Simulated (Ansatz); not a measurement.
The relaxed structure here is a generated cell of Bi2Se3: the first start was made by placing the elements on the sites of a structure type, and the end was not matched to a known phase here, so it may be hypothetical. Known forms of Bi2Se3 include space group No. 166.

One stationary structure of Bi₂Se₃. Level of theory: PBE (plane waves to 420 eV, PAW, scalar-relativistic; Ansatz, a quantum-chemistry and plane-wave program).

```xyz
5
Lattice="3.7093 2.1415 3.6000 -3.7093 2.1415 3.6000 0.0000 -4.2831 3.6000" Properties=species:S:1:pos:R:3 pbc="T T T"
Se    -2.1626     0.0000     5.3999
Se     1.0813    -1.8729     5.3999
Se     1.0813     1.8729     5.3999
Bi     0.0000     0.0000     3.5284
Bi     0.0000     0.0000     7.2715
```

Task: Find the space group and the Wyckoff positions (tolerance 0.01 Å).

Result: Space group R32, hexagonal axes (No. 155); a = b = 7.4185 Å, c = 10.7999 Å, α = β = 90.00°, γ = 120.00°

```csv
atom,site,symmetry,x,y,z
Se,9e,.2,0.2915,0.2915,0.5000
Bi,6c,3.,0.0000,0.0000,0.3267
```

Task: Give the shortest distances between elements (the closest pairs, up to four, under 3.6 Å).

Result: Bi–Se 2.86 Å.

```json
{
 "volume_per_atom": "34.32 Å³",
 "density": "6.34 g/cm³",
 "band_gap": "0.71 eV, indirect (valence top at Γ, conduction bottom at k = (0.1667, 0.1667, 0.1667)) (no spin-orbit coupling)",
 "smallest_direct_gap": "1.11 eV at 18 % of the way from Γ to T"
}
```

No spin polarisation in the result. Without spin-orbit coupling the bands of the heavy element are not split, so the gap can be far off.

The run could not lower the symmetry of its start; a shaken copy of this end point relaxes with PBE to R3 (No. 146), 0.027 eV/atom lower.
